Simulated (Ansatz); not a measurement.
In$_{2}$Se$_{3}$:
```
In2Se3
1.0
   -3.96002     0.00000     0.00000
   -0.00276    -0.00439    -9.61594
   -1.97983    -3.42973     0.00000
In Se
2 3
Direct
  0.66667   0.19353   0.66650
  0.33333   0.80647   0.33350
  0.00000   0.00000   0.00000
  0.66668   0.66863   0.66704
  0.33332   0.33137   0.33296
```

Relaxed with r²SCAN+D4. Special points in fractions of this cell's reciprocal vectors: Γ (0.000, 0.000, 0.000); X (0.500, 0.000, 0.000); Y (0.000, 0.500, 0.000); Z (0.000, 0.000, 0.500); R (0.500, 0.500, 0.500); T (0.000, 0.500, 0.500); U (0.500, 0.000, 0.500); V (0.500, 0.500, 0.000).

Task: List the band energies nearest the valence-band maximum at these points for DFT-r²SCAN+D4 in the program Ansatz with PAW potentials.

Result: In eV from the valence-band maximum; about four levels below and three above (degenerate sets whole), none deeper than 8.9 eV; points with the same levels are listed once.

```tsv
k	below	above
Γ	-0.43 -0.43 -0.21 -0.21 -0.14	1.41 3.48 3.74
X	-1.68 -1.33 -0.80 -0.50	0.36 3.33 4.51
Y	-0.32 -0.32 -0.29 -0.29	2.53 3.07 3.64
Z	-1.68 -1.33 -0.79 -0.50	0.36 3.33 4.51
R	-2.21 -1.54 -0.34 -0.18	0.86 2.81 4.09
T	-2.21 -1.54 -0.34 -0.19	0.86 2.81 4.09
U	-1.68 -1.34 -0.80 -0.51	0.36 3.33 4.52
```

Space group P-3m1 (La2O3 or Ni2Al3 type). The first step of the workflow began from a Materials Project structure, measured or hypothetical; the Crystallography Open Database copy checked does not list it. COD files the formula under space group No. 160, 166, 169, 170. Its standing as an ambient phase is unchecked. The r²SCAN+D4 relaxation kept the symmetry of its start; its stability against distortions is not shown here. Point labels and valley counts follow the cell and symmetry of the run, lower than the named group. Scalar-relativistic: spin–orbit coupling is off unless named, which matters more the heavier the elements.

Potentials: the earlier of the program's two PAW sets. The files were generated under PBE; for other functionals the program regenerates the frozen cores, and for LDA and PBEsol the local potential too.
